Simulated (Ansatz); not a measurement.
VBiO4 (I4_1/a), relaxed with r²SCAN (Ansatz, an electronic-structure program, plane waves, PAW): a = 5.122 Å, b = 5.122 Å, c = 11.622 Å, α = 90.00°, β = 90.00°, γ = 90.00°.

- gap (eV): 2.42
- ΔH_f (eV/atom): -2.09
- B₀ by P(V) fit (GPa): 139
- K_Hill (GPa): 140
- G_Hill (GPa): 47.0
- electron conductivity mass (mₑ): 1.1
- Θ_D (K): 370

Q: The same phase is relaxed and computed with PBEsol in the same code. What are the cell and these values now?

A: a = 5.1070 Å, b = 5.1070 Å, c = 11.5782 Å, α = 90.00°, β = 90.00°, γ = 90.00°.

- gap (eV): 2.09
- ΔH_f (eV/atom): -1.97
- B₀ by P(V) fit (GPa): 135
- K_Hill (GPa): 138
- G_Hill (GPa): 48.6
- electron conductivity mass (mₑ): 1.0
- Θ_D (K): 376

Began spin-polarised and lost the moments: VBiO4, I4_1/a (Bi on 4a, V on 4b, O on 16f) with r²SCAN; VBiO4, I4_1/a (Bi on 4a, V on 4b, O on 16f) with PBEsol. All cells were relaxed under the symmetry of their starts (and spin orders); stability against distortions was not tested throughout. Scalar-relativistic: spin–orbit coupling is off unless named, which matters more the heavier the elements.

Potentials: the later of the program's two PAW sets.

Ansatz is a plane-wave DFT program.

Formation energies count from the lowest solids of the elements computed at the same level, not from gases.
